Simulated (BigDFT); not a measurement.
Set-up for a self-consistent single point of the molecule C₃H₉ClGeSi.

SMILES: C/C(Cl)=[C](\[SiH3])[GeH3]
```xyz
15

C      1.8693    -0.8123    -0.6516
C      0.9855     0.2847    -0.4606
Cl     1.5441     1.9212    -0.8844
C     -0.2605     0.1988     0.0701
Si    -1.0226    -1.3954     0.5977
Ge    -1.3082     1.8002     0.2296
H      1.5078    -1.4511    -1.4765
H      2.9130    -0.4847    -0.9758
H      2.0969    -1.4880     0.2114
H     -2.4806    -1.2802     0.1859
H     -0.9768    -1.3352     2.0277
H     -0.4407    -2.6004    -0.0153
H     -1.4176     2.5343    -1.0667
H     -2.6673     1.4831     0.8484
H     -0.5140     2.6966     1.2852
```
Charge 0, spin multiplicity 1.

Level of theory: LDA (PW92), Daubechies wavelet basis, HGH (Krack) norm-conserving potentials made for LDA, isolated boundary conditions in BigDFT.

BigDFT settings:

```
key                                      value
-------------------------  -------------------
basis                      Daubechies wavelets
dft.hgrids                           0.33 bohr
dft.rmult                                  5 8
dft.ixc                                -001012
psppar.Pseudopotential XC                    1
potentials                  built-in HGH-K LDA
boundary_conditions                       free
dft.gnrm_cv                              1e-04
dft.itermax                                 80
dft.idsx                                     6
dft.nrepmax                                  3
```

Results:

Number of valence electrons: 36
Number of orbitals: 18
Size of the basis: 292085
Number of SCF iterations: 15
Grid steps along x, y, z: 76 × 75 × 64
Total energy: -1229.5808 eV
Largest force (vector length): 3.429 eV/Å
Dipole moment: 1.82 D
Highest occupied level: -6.26 eV

Forces (eV/Å):
```csv
atom,Fx,Fy,Fz
C1,3.070,-1.180,-0.969
C2,-2.397,1.728,1.340
Cl3,0.154,-0.982,-0.003
C4,0.838,0.094,-0.878
Si5,-0.779,0.975,-1.111
Ge6,0.683,0.277,1.398
H7,0.018,-0.094,0.070
H8,-1.049,-0.150,0.204
H9,-0.606,0.497,-0.160
H10,0.401,-0.203,0.142
H11,0.044,-0.360,1.125
H12,0.213,-0.242,0.025
H13,-0.095,0.118,-0.308
H14,0.075,-0.044,-0.163
H15,-0.570,-0.435,-0.713
```

For comparison: a first run (DFT, LDA (Teter-Pade), Daubechies wavelet basis, HGH (Krack) norm-conserving potentials made for LDA, isolated boundary conditions) was changed to give this one (dft.ixc: 1 → -001012; psppar.Pseudopotential XC: default → 1), and from it to this one the largest force hardly changes (3.428 to 3.429 eV/Å).

The grid can part forces that symmetry would make equal. Forces above 1 eV/Å remain at this geometry. The geometry comes from a cheaper method or was typed, in some cases with atoms then moved at random; it is not relaxed at this level, and the species need not be a known compound. A coarse multiplier of 5 or less cuts the tails of heavy atoms' orbitals, which raises levels.

These are the values that this program gave, and no reference: the built-in potentials of some of these elements keep semicore shells in the core, which can shift energies, forces and lattice constants.

Cost on one core: very roughly 60 core-seconds.
